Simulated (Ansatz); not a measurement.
An input for the plane-wave PAW code Ansatz:

```yaml
crystal:
  lattice:
    - [4.0207814486, 0.0, 0.0]
    - [-2.0103907243, 3.4820988776, 0.0]
    - [0.0, 0.0, 6.8271501633]
  atoms:
    - { symbol: Nd, position: [0.0, 0.0, 0.0], spin: 3.77 }
    - { symbol: Nd, position: [0.0, 0.0, 0.5], spin: 3.77 }
    - { symbol: S, position: [0.3333333333, 0.6666666667, 0.25] }
    - { symbol: S, position: [0.6666666667, 0.3333333333, 0.75] }
basis:
  ecutwfc: 420
  ecutrho_ratio: 4
kpoints:
  mp_grid: { grid: [8, 8, 6] }
  band_path:
    path:
      - [[0.0, 0.0, 0.0], [0.5, 0.0, 0.0], [0.33333333, 0.33333333, 0.0], [0.0, 0.0, 0.0], [0.0, 0.0, 0.5], [0.5, 0.0, 0.5], [0.33333333, 0.33333333, 0.5], [0.0, 0.0, 0.5]]
      - [[0.5, 0.0, 0.5], [0.5, 0.0, 0.0]]
      - [[0.33333333, 0.33333333, 0.5], [0.33333333, 0.33333333, 0.0]]
    npoints: 14
hamiltonian:
  xc: pbesol
scf:
  occupations: { method: gaussian, width: 0.05 }
  lower_state_search: "off"
output:
  forces: true
  stress: true
  eigenvalues: true
  populations: true
  hubbard: { sites: [{ species: Nd, l: f }] }
  dos: { projected: true, de: 0.02, nscf_kmesh: { grid: [12, 12, 9] } }
  bader: false
magnetization:
  spin_polarized: true
checkpoint:
  read: start.run
```

The folder start.run holds the converged state of an earlier run on the same cell; the run starts from that state's density and uses only the symmetry operations that the state has.

The start was a prototype's sites filled with these elements. The Crystallography Open Database lists the compound in space group Fm-3m (rock salt), so this is a trial structure.

The output:

```
Nd: projections on atomic orbitals take those of the free atom [Kr 4d10] 4f4 5s2 5p6 5d0 6s2, of charge +0.00 (hamiltonian.pseudopotentials.projection_atoms); the dataset's partial waves leave at most 1.1e-3 of an orbital's norm unspanned inside its sphere
band count auto-derived: 36 (N_el = 40.0; filled up to band 20; 29 by the electrons, moments and atoms)
Pseudopotentials: kind: paw
Pseudopotential: Nd, paw, valence charge 14, recommended cutoff 420 eV (normal), Nd.paw.azcp
Pseudopotential: S, paw, valence charge 6, recommended cutoff 420 eV (normal), S.paw.azcp
Crystal: 4 atoms, lattice volume = 95.585 Å³
Basis set: ecut = 420 eV, 1883 PW (Γ), exchange–correlation on 54×54×96 points (8 copies of the dense FFT grid, shifted against one another)
Bands: 36, of which v1, the nominal top of the filled ones, is band 20 counted from 1 (19 counted from 0)
Symmetry: 24 space group operations
Space group: P63/mmc (ITA 194), of the structure as read, at distance tolerance 4.6e-5 Å
Magnetic group: BNS 194.263 (UNI 1493), of the structure as read, at distance tolerance 4.6e-5 Å
k-points: 40 of 384
Initial density: read from a saved state, or passed on in memory by an earlier SCF of this step, an earlier step, the calling program or the single point that the run made first
Starting moments: Σ|m| = 7.54 μB on 2 of 4 sites; this step starts from the density that it was given
Initial wavefunctions: pseudopotential atomic-orbital guess
Functional: x = pbesol(κ = 0.804, μ = 0.12346), c = pbesol(β = 0.046)
iter 1 solved again at ethr=3.39e-7 eV; its pass at ethr=3.10e-3 eV (dr2=1.35e-4 eV) is discarded
```

SCF trace (energy estimate counted from the last row):
| iteration | ΔE (eV) | density residual (eV) | M (μB) |
| --- | --- | --- | --- |
| 1 | 1.0e-06 | 2.10e-9 | 7.519 |
| 2 | 0.000 | 7.42e-9 | 7.519 |
| 3 | 0.000 | 1.00e-9 | 7.519 |

```
SCF 1 converged in 3 iterations: F = -16249.008222 eV  dr2 = 1.00e-9
NSCF: frozen V_eff on 129 k-points
NSCF: frozen V_eff on 95 k-points
SCF converged after 3 iterations
Magnetization: 7.5193 μB (23.7596 up, 16.2404 down)
Absolute magnetization: 7.7172 μB (∫|ρ↑−ρ↓|, with the PAW one-centre terms)
Per-site moments (μB) at R_I (Å): [(3.43023, 1.18855), (3.43023, 1.18855), (-0.03174, 1.18855), (-0.03174, 1.18855)]
Free energy (F): -16249.008222 eV
E sigma→0 (E₀):  -16249.000205 eV
Entropy (-TS):   -0.016034 eV (-4.009 meV/atom)
Fermi energy:    11.973639 eV
--- Per-component energies (eV) ---
  E_band       = 12.937251
  E_kinetic    = 933.650381
  E_local      = -1702.071950  (includes V_loc(G=0)·N_el)
  E_nonlocal   = 169.932708
  E_hartree    = 672.248112
  E_xc         = -637.880021
  E_vxc        = -658.561097  (∫ρ·V_xc dr)
  E_paw        = -12594.893128  (= ΣΔE_a)
  E_vpaw       = -74.510469  (= ΣTr[D̂ρ^β])
  E_aug_tail   = 0.000003  (compensation charges beyond the density's cutoff)
  E_ewald      = -3090.838557
  E_core_change = 0.860263  (= ΣΔE_core)
  E_smearing   = -0.016034  (= −TS)
--- Forces (eV/Å), atoms counted from 1 ---
  atom   1  Nd     0.00000000     0.00000000     0.00000000
  atom   2  Nd     0.00000000     0.00000000     0.00000000
  atom   3  S      0.00000000     0.00000000     0.00000000
  atom   4  S      0.00000000     0.00000000     0.00000000
--- Stress (GPa, compression-positive) ---
        0.000949       0.000000       0.000000
        0.000000       0.000949       0.000000
        0.000000       0.000000       0.054818
  P = ⅓ Tr σ = 0.0189 GPa (0.189 kbar)
--- Löwdin populations: 4 sites ---
  site symbol       q [e]    m [muB]
     0     Nd     13.9596     3.8269
     1     Nd     13.9596     3.8269
     2      S      6.0027    -0.0839
     3      S      6.0027    -0.0839
--- Occupation matrices: 2 shells (Löwdin-built; ε = 2.00e-2, provisional) ---
  Nd0 f_4F up     Tr n = 3.5424  λ = 0.045 0.100 0.100 0.684 0.834 0.834 0.947
  Nd0 f_4F dn     Tr n = 0.0849  λ = 0.002 0.007 0.008 0.008 0.018 0.021 0.021
  Nd1 f_4F up     Tr n = 3.5424  λ = 0.045 0.100 0.100 0.684 0.834 0.834 0.947
  Nd1 f_4F dn     Tr n = 0.0849  λ = 0.002 0.007 0.008 0.008 0.018 0.021 0.021
```

In short (PBEsol): pressure 0.0 GPa, gap on the mesh zero (metallic), site spin moments Nd 3.43 μB.

Without a U the open 4f shell is pinned at the Fermi level, an artefact: in the real crystal it splits into occupied and empty levels away from it, and its large orbital moment is missing here. These numbers lack spin–orbit coupling. The run wasn't fully tested for a lower electronic state. Site moments are of spin, integrated over atomic spheres. The run holds 0.6 f electrons more on Nd than the trivalent ion has, so it is between trivalent and divalent here. In such compounds it is trivalent as a rule, so this state is likely an artefact, and the extra f charge swells the ion. No antiparallel order was tried.

The open shells may stand above their lowest state, and forces and pressures are less sure for it.
